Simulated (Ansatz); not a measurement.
A generator proposed this cell of Lu2SiF2.

```
CELL_PARAMETERS angstrom
4.02533 0.00000 0.00000
-2.01267 3.48604 0.00000
0.00000 0.00000 7.53693
ATOMIC_POSITIONS crystal
Lu 0.33333 0.66667 0.71230
Lu 0.33333 0.66667 0.28770
Si 0.66667 0.33333 0.00000
F 0.66667 0.33333 0.50000
F 0.00000 0.00000 0.00000
```

Theory: DFT PBE, scalar-relativistic, plane waves, PAW in Ansatz. Cutoff 420 eV; k points 6×6×2 on the computed 5-atom cell (Γ-centred); Gaussian smearing, width 0.10 eV; no spin polarisation.

Formation energies are uncorrected and refer to the elements' standard structures at the same level (F₂ as a molecule).

Q: Estimate its pressure, forces and energy as it stands.

A: The pressure is -6.5 GPa (the mean over three directions, positive in compression), the largest force is 1.06 eV/Å, and the energy is −0.95 eV/atom against the elements. The shortest distance is 2.32 Å.

Q: How much does it gain on relaxing, and where does it end?

A: Relaxing gains about 0.14 eV/atom (the start's value is from the coarse mesh, so the gain is rough) in 21 ionic steps and ends at −1.09 eV/atom on the finer mesh. The symmetry stays P-6m2 (No. 187). The volume per atom shrinks by 3.0 %, from 21.2 to 20.5 Å³. The shortest distance goes from 2.32 Å (Si–F) to 2.43 Å (Si–F). The ratio c/a of the conventional cell changes by a factor of 0.85. Conventional cell: a = 4.210 Å, c = 6.681 Å. Lu is surrounded by 3 F at 2.87 Å, 3 Si at 2.87 Å, 1 Lu at 3.03 Å and 3 F at 3.04 Å; around Si lie 3 F at 2.43 Å, 6 Lu at 2.87 Å and 2 F at 3.34 Å; F on its first site is surrounded by 6 Lu at 3.04 Å and 2 Si at 3.34 Å; 1 more site not described.

The last run used a 12×12×6 mesh (in the run's order of axes) for its 5-atom cell and Gaussian smearing of 0.10 eV. The relaxation can't lower the symmetry of the start. Symmetry constrained the relaxation, so the result can be a saddle point. Another cell of Lu2SiF2 relaxed alike, in P-3m1, lies 1.19 eV/atom lower, so this cell isn't the stable form at this level.
